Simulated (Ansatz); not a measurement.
Notes on Ni3Pb2S2

```
Pb Ni S
1.0
     2.72732   -1.54023   -4.50313
     0.03636    3.13479   -4.50008
     2.74317    1.59136    4.49476
Pb Ni S
2 3 2
Direct
  0.05681 0.03845 0.04488
  0.52450 0.47385 0.48115
  0.45827 0.00419 0.48667
  0.96497 0.56520 0.57086
  0.96505 0.01254 0.46592
  0.32703 0.23628 0.82144
  0.69313 0.70981 0.09987
```

Level: r2SCAN, collinear spin; 500 eV; 4×4×4 (shifted by 0, 0, 0.5 steps) mesh; fermi-dirac occupations (width 0.0256 eV); Ansatz 0.2.0, fixed geometry.

The state carries no moments; the state need not be the lowest.

What happens at the Fermi level?

It is a metal, with about 4.4 states/eV a cell as the mean within 0.25 eV of the Fermi level, mostly Ni d (61 %) and S p (18 %).

Is it stable against the elements?

-0.02 eV an atom against the elements' usual phases (free molecules for gases, crystals otherwise, with no correction for O₂ or N₂), too near zero to call. Relaxing would lower it.

Where is the largest force?

The largest is on Ni3: 4.75 eV/Å, components (1.21, -3.69, -2.74). It makes 148° with the line to a nearest neighbour, S6 at 1.89 Å, pointing away from it.

Give the Bader charges.

Bader charges in e: Ni +0.08 to +0.14, Pb +0.56 to +0.61, S -0.84 to -0.69. In the mean Pb gives up most and S takes most.

Origin: a strained cell with displaced atoms, so it need not be a known compound. Caveats: the k mesh is coarse if the cell is a metal; atoms or cell far from equilibrium.
